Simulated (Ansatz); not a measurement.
Starting cell, SrTiO3 (cubic perovskite):

```xyz
5
Lattice="3.9365 0.0000 0.0000 0.0000 3.9365 0.0000 0.0000 0.0000 3.9365" Properties=species:S:1:pos:R:3 pbc="T T T"
Sr     0.0000     0.0000     0.0000
Ti     1.9682     1.9682     1.9682
O      0.0000     1.9682     1.9682
O      1.9682     1.9682     0.0000
O      1.9682     0.0000     1.9682
```

Two-dimensional scan of atom 1 (Sr, nearest neighbour O at 2.784 Å; its periodic images, 3.9 Å or more away, move with it): u runs along (1.000, 0.000, 0.000), v along (0.000, 1.000, 0.000) (Cartesian). Cell and other atoms are fixed.

Level of theory: PBE (plane waves to 420 eV, PAW, scalar-relativistic; Ansatz, a quantum-chemistry and plane-wave program). k mesh 7×7×7 (Γ-centred), Fermi-Dirac smearing 0.05 eV. E stands for the smeared free energy. Points where atoms come too close for the PAW data are left out (x in tables, blank in figures). SrTiO3 is run without spin polarisation. SrTiO3 was relaxed with its symmetry unable to fall. The zero of ΔE is the undisplaced structure. Axes are in Å.

Q: Give the computed ΔE (meV/cell) at all points of the grid u = -0.700, -0.467, -0.233, 0.000, 0.233, 0.467, 0.700 by v = -0.700, -0.467, -0.233, 0.000, 0.233, 0.467, 0.700.

A: ΔE (meV/cell), with u across and v down:

| v \ u | -0.700 | -0.467 | -0.233 | 0.000 | 0.233 | 0.467 | 0.700 |
|---|---|---|---|---|---|---|---|
| -0.700 | x | 2404 | 1363 | 1052 | 1363 | 2404 | x |
| -0.467 | 2404 | 1205 | 593 | 409 | 593 | 1205 | 2404 |
| -0.233 | 1363 | 593 | 206 | 92 | 206 | 593 | 1363 |
| 0.000 | 1052 | 409 | 92 | 0 | 92 | 409 | 1052 |
| 0.233 | 1363 | 593 | 206 | 92 | 206 | 593 | 1363 |
| 0.467 | 2404 | 1205 | 593 | 409 | 593 | 1205 | 2404 |
| 0.700 | x | 2404 | 1363 | 1052 | 1363 | 2404 | x |

(For displaced atoms, the force is minus the slope of the energy, and its curvature is a force constant, which sets phonon frequencies.)
